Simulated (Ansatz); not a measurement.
Question: Bulk modulus by a P(V) fit from PBE minus that from r²SCAN (% of the latter), each on its own relaxed cell (Ansatz, a first-principles code, plane waves, PAW; no spin–orbit coupling, no Hubbard U), over 39 phases of the class «halides»: what sign and size do you expect?

Answer: Mean -14 %, median -14 %, mean absolute 14 %; eight in ten lie between -19 and -9 %, and 0 % are above zero.

Some cases that may be named, with their rank among the 39 from the lowest: KF, rock salt -18 % (rank 8); NaF, rock salt -18 % (rank 9); KI, rock salt -14 % (rank 18); NaCl, rock salt -14 % (rank 21); LiCl, rock salt -9 % (rank 35); TaF3, ReO3 type -8 % (rank 36).

The phases are those computed here (of each formula those with measured values and the lowest at some level), not a balanced benchmark, and neither functional is the truth. Pairs that end in unlike spin orders or unlike minima (c/a over 6 % apart, 30 % for weakly bound crystals), magnets with 4f shells, solids of gases and phases set aside for tests are left out.

1 of the phases carry moments, in the orders computed and without U.

Standing as an ambient phase not checked: TaF3, ReO3 type. Unstable at this level: TaF3, ReO3 type with r²SCAN. All cells were relaxed under the symmetry of their starts (and spin orders); stability against distortions was not tested throughout. Named crystals with no word on spin ran without spin polarisation. Spin–orbit coupling is left out wherever it is not named.

Potentials: the later of the program's two PAW sets.

Ansatz is a plane-wave DFT program.
